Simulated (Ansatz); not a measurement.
## Trajectory cell Si60Sn4 of diamond Si alloyed with Sn

Theory: DFT, PBEsol, PAW, plane waves (Ansatz).

Command:

```sh
ansatz run in.yaml --threads 2 --pin off --max-ram 20900MiB --runs-dir r --events-out ev --progress --plain --backend cuda --devices 0, --max-vram 18GiB
```

The input less its lattice and atoms:

```yaml
accuracy: low
kpoints:
  mp_grid: { grid: [1, 1, 1] }
hamiltonian:
  xc: pbesol
scf:
  occupations: { method: fermi_dirac, width: 0.1 }
md:
  ensemble: nvt_langevin
  timestep: 2.5
  n_steps: 240
  temperature: 300
  temperature_schedule: [{ n_steps: 120, end_temperature: 300 }, { n_steps: 120, end_temperature: 300 }]
  friction: 0.02
  initial_velocities: maxwell_boltzmann
  seed: 1
```

Start:

```xyz
64
Lattice="11.0315 0.0000 0.0000 0.0000 11.0315 0.0000 0.0000 0.0000 11.0315" Properties=species:S:1:pos:R:3 pbc="T T T"
Si   11.0041    0.0214    0.0141
Si    0.0001   11.0311    5.5128
Si    0.0137    5.5049    0.0063
Si    5.4980    0.0248    0.0448
Si    5.5497   11.0278    5.4868
Si    5.5290    5.4881    0.0362
Si    5.5464    5.5289    5.5232
Si    1.3750    1.3719    1.3971
Si    1.3486    1.3269    6.9032
Si    1.3290    6.9049    1.3694
Si    1.3618    6.8709    6.8894
Si    6.8950    1.3920    1.3813
Si    6.9061    1.3693    6.8999
Si    6.9294    6.8875    1.4103
Si    6.9350    6.8903    6.8824
Si    2.7457    2.7390    0.0004
Si    2.7490    2.8051    5.4950
Si    2.7581    8.2841    5.5160
Si    8.2428    2.8179    0.0269
Si    8.2830    2.7287    5.5149
Si    8.2589    8.2639    0.0023
Si    8.2373    8.2656    5.4978
Si    4.1383    4.1156    6.8824
Si    4.1503    9.6402    1.3979
Si    4.1392    9.6271    6.8776
Si    9.6178    4.1183    1.3554
Si    9.6362    4.1410    6.8679
Si    9.6521    9.6592    1.3824
Si    9.6231    9.6429    6.9125
Si    2.8011   11.0278    2.7427
Si    2.7827   11.0237    8.2806
Si    2.7847    5.5019    8.2709
Si    8.2786   11.0100    2.7817
Si    8.2896    0.0277    8.2501
Si    8.2773    5.5597    2.7657
Si    8.2584    5.5161    8.2824
Si    4.1471    1.3968    4.1383
Si    4.1147    1.3878    9.6396
Si    4.1436    6.8606    4.1162
Si    4.1230    6.8949    9.6335
Si    9.6763    1.3618    4.0892
Si    9.6530    1.3931    9.6135
Si    9.6578    6.8578    4.1277
Si    9.6890    6.9143    9.6401
Si    0.0314    2.7730    2.7359
Si    0.0067    2.7810    8.2864
Si   10.9996    8.2575    2.7618
Si   11.0272    8.2786    8.2702
Si    5.5496    2.7537    2.7429
Si    5.5108    2.7832    8.2776
Si    5.5561    8.2713    2.7615
Si    5.5136    8.2831    8.2758
Si    1.3911    4.1097    4.1307
Si    1.3794    4.1485    9.6702
Si    1.3808    9.6799    4.1492
Si    1.3860    9.6986    9.6788
Si    6.9012    4.1362    4.1480
Si    6.9160    4.1166    9.6526
Si    6.8885    9.6242    4.1491
Si    6.9230    9.6587    9.6712
Sn    0.0322    5.5227    5.5195
Sn    2.7539    8.2869    0.0073
Sn    4.1417    4.1451    1.3732
Sn    2.7531    5.5173    2.7332
```

Some of the steps:

```tsv
step	free energy without the kinetic part, less step 0 (eV)	temperature (K)	largest force component (eV/Å)
0	0.000	295	2.61
5	-0.353	288	2.63
10	-1.396	379	1.72
15	-1.735	368	1.13
20	-0.855	276	1.80
25	-0.884	237	1.68
30	-1.338	286	1.40
35	-0.611	269	1.61
40	-0.487	276	2.03
45	-1.110	324	1.61
50	-0.954	257	1.63
55	-1.071	304	1.54
60	-1.281	255	1.46
65	-1.503	307	1.64
70	-1.237	318	2.17
75	-1.180	330	1.95
80	-1.235	328	1.67
85	-0.934	307	1.93
90	-0.868	329	1.63
95	-0.857	281	1.57
100	-0.881	263	1.31
105	-0.803	335	1.46
110	-0.646	265	1.60
115	-0.927	263	1.55
120	-1.409	347	1.29
125	-0.957	294	1.73
130	-1.027	255	1.40
135	-1.187	305	1.32
140	-0.762	279	1.41
145	-0.567	278	1.56
150	-0.678	278	1.77
155	-0.792	291	2.05
160	-0.942	301	1.44
165	-1.024	325	1.47
170	-0.968	277	1.41
175	-1.336	290	1.50
180	-1.403	333	1.44
185	-0.912	338	1.61
190	-0.715	327	1.68
195	-0.763	334	1.53
200	-0.645	317	1.59
205	-0.738	378	1.81
210	-0.650	316	1.83
215	-0.653	316	1.74
220	-0.776	336	1.54
225	-0.575	371	2.12
230	-0.765	347	1.62
235	-0.948	340	1.71
240	-1.031	338	1.78
```

Structure at step 120 of the program's count:

```xyz
64
Lattice="11.0315 0.0000 0.0000 0.0000 11.0315 0.0000 0.0000 0.0000 11.0315" Properties=species:S:1:pos:R:3 pbc="T T T"
Si   10.9983    0.0731   10.8712
Si    0.0611   11.0110    5.6772
Si   10.8248    5.6185    0.1831
Si    5.4919    0.1314    0.1031
Si    5.5005   10.9484    5.4585
Si    5.6335    5.5167   10.8822
Si    5.4392    5.5701    5.5649
Si    1.3657    1.2266    1.3101
Si    1.5349    1.3363    7.0819
Si    1.1792    6.9769    1.4538
Si    1.4043    6.9214    6.9366
Si    7.0562    1.2585    1.5470
Si    6.7898    1.3307    6.8454
Si    6.8770    6.9343    1.2214
Si    6.9516    6.8068    6.9286
Si    2.5254    2.5523   10.7541
Si    2.7065    2.5657    5.5504
Si    2.7681    8.2591    5.4779
Si    8.3122    2.7140    0.0183
Si    8.1393    2.8068    5.6173
Si    8.1956    8.3089   10.9496
Si    8.2232    8.3136    5.4749
Si    3.9892    4.1697    6.8407
Si    4.1386    9.7421    1.3360
Si    4.1647    9.5643    6.8689
Si    9.5379    4.0940    1.3764
Si    9.6090    4.0357    6.9735
Si    9.6093    9.7328    1.2325
Si    9.6065    9.6407    6.8893
Si    2.7234   10.9575    2.7351
Si    2.8662   10.9320    8.2438
Si    2.7828    5.5534    8.3387
Si    8.4618   10.9519    2.9057
Si    8.2571    0.0074    8.2679
Si    8.1085    5.5741    2.7544
Si    8.2763    5.4090    8.3529
Si    4.0969    1.2420    4.1497
Si    4.1353    1.4320    9.5753
Si    4.3064    7.0368    4.1359
Si    4.3392    6.8270    9.4321
Si    9.6173    1.4236    4.2560
Si    9.6133    1.4837    9.4741
Si    9.5334    7.0321    3.9591
Si    9.5777    6.9278    9.7170
Si   10.9537    2.6155    2.7397
Si    0.0409    2.8028    8.2715
Si   10.9544    8.4684    2.7320
Si   10.9140    8.2632    8.2830
Si    5.6352    2.5256    2.9812
Si    5.5251    2.7668    8.2146
Si    5.5013    8.4013    2.5663
Si    5.6299    8.2407    8.1625
Si    1.3826    3.8662    3.9728
Si    1.2715    4.2520    9.6688
Si    1.3501    9.6726    4.1647
Si    1.2394    9.7306    9.4605
Si    6.7843    4.1697    4.2540
Si    6.9991    4.0119    9.5845
Si    6.9259    9.6450    4.0605
Si    6.7756    9.6828    9.6217
Sn   10.9996    5.3734    5.4425
Sn    2.7184    8.1963   10.8060
Sn    4.2049    3.9089    1.1620
Sn    2.8350    5.6364    2.7788
```

End:

```xyz
64
Lattice="11.0315 0.0000 0.0000 0.0000 11.0315 0.0000 0.0000 0.0000 11.0315" Properties=species:S:1:pos:R:3 pbc="T T T"
Si   10.9788    0.0958   11.0211
Si    0.0273    0.1452    5.4495
Si   10.9025    5.7163    0.0636
Si    5.5141    0.0696   10.9947
Si    5.4094    0.1222    5.6397
Si    5.6008    5.7004   10.9968
Si    5.3912    5.5610    5.6406
Si    1.3771    1.3795    1.2382
Si    1.2045    1.4831    7.0089
Si    0.9627    7.1457    1.4422
Si    1.3184    7.1439    6.9893
Si    6.7981    1.5225    1.4247
Si    6.7305    1.5127    6.8722
Si    6.8913    6.9885    1.3608
Si    6.7987    6.9447    6.8071
Si    2.6697    2.6719   10.9454
Si    2.7644    2.6785    5.6621
Si    2.6688    8.5018    5.4977
Si    8.1650    2.7658   10.9668
Si    8.2528    2.7047    5.5684
Si    8.1231    8.3304   10.9550
Si    8.1250    8.3560    5.5017
Si    4.0016    4.2167    6.8280
Si    4.2689    9.8192    1.4491
Si    3.9685    9.8389    6.9340
Si    9.4765    4.2347    1.3278
Si    9.5101    4.0259    7.1353
Si    9.5618    9.7485    1.3146
Si    9.6353    9.8146    6.7840
Si    2.6951    0.0048    2.6278
Si    2.6755    0.1420    8.3656
Si    2.6660    5.6058    8.2727
Si    8.1947    0.1251    2.7742
Si    8.2306    0.1424    8.2369
Si    8.1476    5.5391    2.8249
Si    8.0599    5.5319    8.2181
Si    3.9358    1.3549    4.3005
Si    4.1377    1.4200    9.6452
Si    4.2008    7.1267    4.3929
Si    4.1202    6.9621    9.5923
Si    9.6667    1.4891    4.1495
Si    9.6088    1.4419    9.7290
Si    9.4815    6.9002    4.2303
Si    9.5093    6.9757    9.4701
Si   11.0192    2.7490    2.5796
Si   10.9608    2.8826    8.4709
Si   10.7305    8.4127    2.8035
Si   10.8931    8.4593    8.2871
Si    5.5142    2.6778    2.9587
Si    5.4084    2.9287    8.2208
Si    5.5098    8.3379    2.9665
Si    5.4530    8.3782    8.2655
Si    1.3252    3.9522    4.1127
Si    1.3053    4.2747    9.7113
Si    1.2569    9.6290    4.0114
Si    1.2207    9.7812    9.5329
Si    6.8554    4.1872    4.2277
Si    6.8070    4.1910    9.6521
Si    6.8570    9.7869    4.1784
Si    6.8894    9.7547    9.5882
Sn    0.0137    5.4728    5.6316
Sn    2.6107    8.3704    0.1617
Sn    4.1591    4.1205    1.3598
Sn    2.6052    5.7473    2.8301
```

The run ended as planned.

Time: 5.6 min of wall time on one NVIDIA H100 with 2 processor threads, on a host shared with other runs; peak host memory 1.4 GiB.
